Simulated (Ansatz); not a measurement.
KTaO$_{3}$ (cubic perovskite)

```
KTaO3
1.0
    4.02318     0.00000     0.00000
    0.00000     4.02318     0.00000
    0.00000     0.00000     4.02318
K Ta O
1 1 3
Cartesian
  0.00000   0.00000   0.00000
  2.01159   2.01159   2.01159
  0.00000   2.01159   2.01159
  2.01159   2.01159   0.00000
  2.01159   0.00000   2.01159
```

Scan: atom 1 (K, nearest neighbour O at 2.845 Å; its periodic images, 4.0 Å or more away, move with it) is displaced towards the nearest neighbour, direction (-0.707, -0.707, 0.000) in Cartesian axes, by s. The other atoms stay.

Level of theory: PBE (plane waves to 420 eV, PAW, scalar-relativistic; Ansatz, a quantum-chemistry and plane-wave program). k mesh 7×7×7 (Γ-centred), Fermi-Dirac smearing 0.05 eV. E stands for the smeared free energy. KTaO3 is run without spin polarisation. KTaO3 was relaxed with its symmetry unable to fall. Spin-orbit coupling is left out, though Ta is heavy. The PAW data are Ansatz's earlier set. ΔE is measured from the undisplaced structure.

| s (Å) | ΔE (meV/cell) |
|---|---|
| -0.280 | 157.2 |
| -0.224 | 98.5 |
| -0.168 | 54.5 |
| -0.112 | 23.9 |
| -0.056 | 5.9 |
| 0.000 | 0.0 |
| 0.056 | 5.9 |
| 0.112 | 23.9 |
| 0.168 | 54.5 |
| 0.224 | 98.5 |
| 0.280 | 157.2 |

Task: What force constant k = d²E/ds² at s = 0 does the table give?

Result: 3.8 eV/Å². It is the second difference of the nearest points, corrected with the next pair.

Task: With k = 3.77 eV/Å² from the forces, is the well harmonic out to s = 0.280 Å?

Result: ½ks² = 147.9 meV/cell against the computed 157.2 meV/cell, so the well is stiffer than harmonic there.

(A displaced cell: forces are minus the slopes of the energy, force constants its curvatures, and phonons follow from these.)
